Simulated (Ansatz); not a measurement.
Ansatz input

```yaml
crystal:
  lattice:
    - [0.0, 2.7065670613, 2.7065670613]
    - [2.7065670613, 0.0, 2.7065670613]
    - [2.7065670613, 2.7065670613, 0.0]
  atoms:
    - { symbol: Ru, position: [0.125, 0.125, 0.125], spin: 1.0 }
    - { symbol: Ru, position: [0.875, 0.875, 0.875], spin: 1.0 }
hamiltonian:
  xc: r2scan
  pseudopotentials:
    kind: paw
    azcp:
      Ru: "pseudopotentials/Ru.paw.azcp"
basis:
  ecutwfc: 500
  fft_grid_basis: typed
kpoints:
  mp_grid: { grid: [16, 16, 16], shift: [0, 0, 0] }
magnetization:
  spin_polarized: true
scf:
  occupations: { method: fermi_dirac, width: 0.05 }
```

and its output:

```
Engine: ansatz 0.2.0, aarch64-unknown-linux-gnu
Pseudopotentials: kind: paw
Pseudopotential: Ru, paw, valence charge 16, recommended cutoff 500 eV (meta_gga) 
Functional definition: r2SCAN
  parameter k0 = 0.174
  parameter k1 = 0.065
  parameter a1 = 4.9479
  exchange = r2scan_x(k0 = k0, k1 = k1, a1 = a1)
  correlation = r2scan_c
Crystal: 2 atoms, lattice volume = 39.654 Å³
Basis set: ecut = 500 eV, 965 PW (Γ), exchange–correlation on 120×120×120 points (64 copies of the dense FFT grid, shifted against one another)
Bands: 21, of which v1, the nominal top of the filled ones, is band 16 counted from 1 (15 counted from 0)
Symmetry: 48 space group operations
Space group: Fd-3m (ITA 227), of the structure as read, at distance tolerance 3.4e-5 Å
Magnetic group: BNS 227.128 (UNI 1630), of the structure as read, at distance tolerance 3.4e-5 Å
k-points: 145 of 4096
Non-local potential: Ru, projectors of the file, l = 0: 3, l = 1: 2, l = 2: 2, l = 3: 1
PAW form: soft (Blöchl's): semilocal exchange-correlation on the pseudo side does not see the compensation charge
PAW frozen core: Ru, regenerated for the run's functional (the file was generated under x = pbe(κ = 0.804, μ = 0.2195149727645171), c = pbe(β = 0.06672455060314922))
PAW one-centre angular grid: Ru, 590 points (default); XC on 160 Gauss nodes
Initial density: superposition of atomic densities (chi_scale 0.1, normalization cell)
Starting moments: Σ|m| = 2 μB on 2 of 2 sites
Initial wavefunctions: pseudopotential atomic-orbital guess
Functional: x = r2scan, c = r2scan; τ floored in thin density (d = 2e-4 eV/Å³)
SCF iter   1: F=—  HF=-11779.360460 eV  |F-HF|=—  |Δ(HF+E_count)|=         —  Δρ=5.00e-2 (↑5.00e-2 ↓3.20e-2)  dr2=1.76e0  dr2_τ=2.82e-2  dr2_m=1.40e-1  M=1.044 μB ∫|m|=1.054 μB  β_m=0.63  ethr=3.10e-3  ⟨swp⟩=5.4  Hψ=25385  notcnv=0
Mixer restart at iter 1: flushing history
spin=Collinear: Kerker preconditioning applied to the charge; magnetization (m = ρ↑ − ρ↓) channel mixes plain (no charge-response kernel on spin).
SCF iter   2: F=—  HF=-11778.862773 eV  |F-HF|=—  |Δ(HF+E_count)|=   4.98e-1  Δρ=3.12e-2 (↑3.12e-2 ↓2.21e-2)  dr2=7.03e-1  dr2_τ=1.09e-2  dr2_m=4.23e-2  M=0.858 μB ∫|m|=0.880 μB  β_m=1.00  ethr=3.10e-3  ⟨swp⟩=2.0  Hψ=9674  notcnv=0  defer=58  κ⁻¹=1.0e0(r=1)
SCF iter   3: F=—  HF=-11778.868617 eV  |F-HF|=—  |Δ(HF+E_count)|=   5.84e-3  Δρ=9.83e-3 (↑9.83e-3 ↓8.76e-3)  dr2=5.88e-2  dr2_τ=2.08e-3  dr2_m=1.95e-3  M=0.534 μB ∫|m|=0.596 μB  β_m=1.00  ethr=2.20e-3  ⟨swp⟩=2.2  Hψ=10127  notcnv=0  defer=58  κ⁻¹=4.8e-2(r=2)
...
SCF iter  14: F=—  HF=-11779.092614 eV  |F-HF|=—  |Δ(HF+E_count)|=   1.10e-8  Δρ=3.21e-6 (↑3.21e-6 ↓3.19e-6)  dr2=3.30e-9  dr2_τ=3.33e-10  dr2_m=8.40e-10  M=-0.000 μB ∫|m|=0.000 μB  β_m=0.34  ethr=3.82e-11  ⟨swp⟩=2.0  Hψ=10759  notcnv=0  defer=60  κ⁻¹=3.1e-7(r=8)
SCF iter  15: F=—  HF=-11779.092614 eV  |F-HF|=—  |Δ(HF+E_count)|=   1.90e-8  Δρ=1.50e-6 (↑1.37e-6 ↓1.50e-6)  dr2=4.44e-10  dr2_τ=2.76e-11  dr2_m=4.39e-10  M=-0.000 μB ∫|m|=0.000 μB  β_m=0.53  ethr=1.03e-11  ⟨swp⟩=2.0  Hψ=10820  notcnv=0  defer=60  κ⁻¹=1.3e-7(r=8)
SCF iter  16: F=—  HF=-11779.092614 eV  |F-HF|=—  |Δ(HF+E_count)|=   2.39e-9  Δρ=7.93e-7 (↑7.93e-7 ↓6.65e-7)  dr2=1.13e-10  dr2_τ=5.85e-12  dr2_m=1.24e-10  M=0.000 μB ∫|m|=0.000 μB  β_m=0.69  ethr=1.39e-12  ⟨swp⟩=2.0  Hψ=10781  notcnv=0  defer=60  κ⁻¹=2.2e-6(r=8)
SCF iter  17: F=-11779.092614 eV  HF=-11779.092614 eV  |F-HF|=2.11e-10  |Δ(HF+E_count)|=  2.33e-10  Δρ=2.78e-7 (↑2.78e-7 ↓2.53e-7)  dr2=7.84e-12  dr2_τ=2.51e-12  dr2_m=2.07e-11  M=0.000 μB ∫|m|=0.000 μB  ethr=1.00e-12  ⟨swp⟩=1.0  Hψ=18012  notcnv=0
SCF 1 converged in 17 iterations: F = -11779.092614 eV  dr2 = 7.84e-12
WARN: the starting moments were not kept: the SCF closed with an absolute magnetisation of 4.2e-6 μB, where they sum to 2 μB in size (2 sites). That is at most 0.1 of that sum. Measured as dr2_m measures the in/out step, that magnetisation stands 1.6e-12 eV from none, at or under the dr2_threshold of 1.0e-7 eV: it is no larger than a step whose dr2_m would equal this threshold. The system may hold no moment; this SCF shows only that its start led to no more than that. To try another start: raise the starting moments (crystal.atoms[].spin, magnetization.per_species, magnetization.initial_magnetization, or on a non-collinear deck that types none of these the spinor_matrix: blocks that start its atoms; where the total moment is fixed, keep their sum and leave initial_magnetization as it is; typed ones take the place of any that the run laid by itself, positive ones on a crystal's lanthanoids without a Hubbard term where scf.initial_density.shell_occupations: [] is typed) or, if the notice of its spin-set hold's release reads "site moments contracting" or "site moments show no strong build", lengthen the hold (scf.mixing.spin_hold: { on: { confirm: 4 } }; for m-r²SCAN on two components see the key's manual first). Each may lead to a state that holds a moment. A second SCF, from the converged charge density, with the starting moments and any scf.initial_density.shell_occupations laid on it anew, would have followed, and was not run: the deck does not ask for one (magnetization.retry_lost_moments is false, the default). To let it run, set magnetization.retry_lost_moments: true and run the deck again, where that key's refused combinations let it; where memory then withholds it, that run's warning says so.
this state was not tested for a lower state beside it, because the mixer in use, unlike msr1, does not test its closes by its own steps (another_mixer; see scf.mixing.algorithm and scf.lower_state_search)
SCF converged after 17 iterations
Magnetization: 0.0000 μB (16.0000 up, 16.0000 down)
Absolute magnetization: 0.0000 μB (∫|ρ↑−ρ↓|, with the PAW one-centre terms)
Spin contamination: 0.0000 ħ² per cell (⟨S²⟩ above its minimum at these occupations)
Per-site moments (μB) at R_I (Å): [(5.8938385637411955e-8, 0.9668817807544474), (5.8938385679023335e-8, 0.9668817807544474)]
Free energy (F): -11779.092614 eV
Harris-Foulkes:  -11779.092614 eV  (|F-HF|=2.11e-10)
Internal energy: -11779.078474 eV  (E = F + TS)
E sigma→0 (E₀):  -11779.085544 eV
Entropy (-TS):   -0.014141 eV (-7.070 meV/atom)
Fermi energy:    14.547329 eV
--- Per-component energies (eV) ---
  E_band       = -409.248266
  E_kinetic    = 1030.513036
  E_local      = -3833.006485  (includes V_loc(G=0)·N_el)
  E_nonlocal   = 690.420995
  E_hartree    = 1328.031705
  E_xc         = -365.863265
  E_vxc        = -529.819638  (∫ρ·V_xc dr)
  E_paw        = -6960.178175  (= ΣΔE_a)
  E_vpaw       = -460.834294  (= ΣTr[D̂ρ^β])
  E_aug_tail   = 0.000169  (compensation charges beyond the density's cutoff)
  E_vtau       = 37.414611  (kinetic-family band-sum trace: ∫τ·v_τ [+ j·A + Jᵃ·Aᵃ] dr)
  E_ewald      = -3668.374544
  E_core_change = -0.621911  (= ΣΔE_core)
  E_smearing   = -0.014141  (= −TS)
  E_closure    = -0.000000  (closes the sum)
  Σ components = -11779.092614   (vs F -11779.092614, Δ=0.00e0)
```
